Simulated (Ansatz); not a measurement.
Equation of state of strontium, dhcp

These are results of DFT, BLYP, plane waves (420 eV) with PAW, scalar-relativistic (Ansatz), not measurements. (PAW data from PBE, frozen cores regenerated.)

The cell is scaled uniformly from the relaxed one, with fractional coordinates and shape fixed. Energies are extrapolated to zero smearing, pressures are those at the given smearing. Magnetic state: spin not included.

```tsv
V (Å³/atom)	E − E₀ (meV/atom)	P (GPa)
49.640	32.2	1.72
51.897	13.4	1.05
54.153	3.2	0.50
56.410	0.0	0.03
58.666	2.7	-0.36
60.922	10.4	-0.68
63.179	22.1	-0.95
```

Fit a third-order Birch-Murnaghan equation.

V₀ = 56.42 Å³/atom, B₀ = 10.4 GPa, B₀′ = 3.6.
